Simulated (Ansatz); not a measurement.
The elements of this relaxed trial crystal are hidden behind letters.

```
lattice vectors (Å)
   3.6018    0.0000    0.0000
   0.0000    3.6018    0.0000
   0.0000    0.0000    5.1285
fractional positions
X 0.5000 0.5000 0.5000
X 0.0000 0.0000 0.5000
X 0.5000 0.5000 0.0000
Z 0.0000 0.0000 0.0000
Q 0.5000 0.0000 0.5000
Q 0.0000 0.5000 0.5000
```

The calculation used Ansatz 0.2.0, DFT PBE, scalar-relativistic, plane waves, PAW. The final run on the 6-atom cell used 420 eV, a Γ-centred 10×10×8 mesh, 0.10 eV smearing and no spin polarisation.

| Property | Result |
| --- | --- |
| Space group | P4/mmm (No. 123) |
| Conventional cell | a = 3.602 Å, c = 5.128 Å |
| Volume per atom | 11.09 Å³ |
| Density | 3.44 g/cm³ |
| Formation energy | −0.51 eV/atom |
| Gap on the 10×10×8 mesh of the 6-atom cell | 0 eV (a metal) |

Energies are uncorrected and count from the elements' standard states at the same level.

Task: X is an s-block element of period 2, Z is a p-block element of period 4 and Q is a p-block element of period 2. Which elements are they?

Result: X = Be, Z = Ge, Q = F, so the formula is Be3GeF2. Density times volume gives a mean mass of 3.44 × 11.09/1.6605 = 23.0 u per atom, and this set has 22.9 u. Be on its first site is surrounded by 4 F at 1.80 Å and 6 Be at 2.55–2.56 Å; Ge is surrounded by 6 Be at 2.55–2.56 Å; around F lie 4 Be at 1.80 Å; 2 more sites not described. Other sets within the hints have nearly the same mass, so mass alone doesn't settle it; this one was computed.

A structure relaxed within its symmetry needn't be a true minimum. Another cell of Be3GeF2 relaxed alike, in R-3m, lies 242 meV/atom lower, so this cell isn't the stable form at this level.
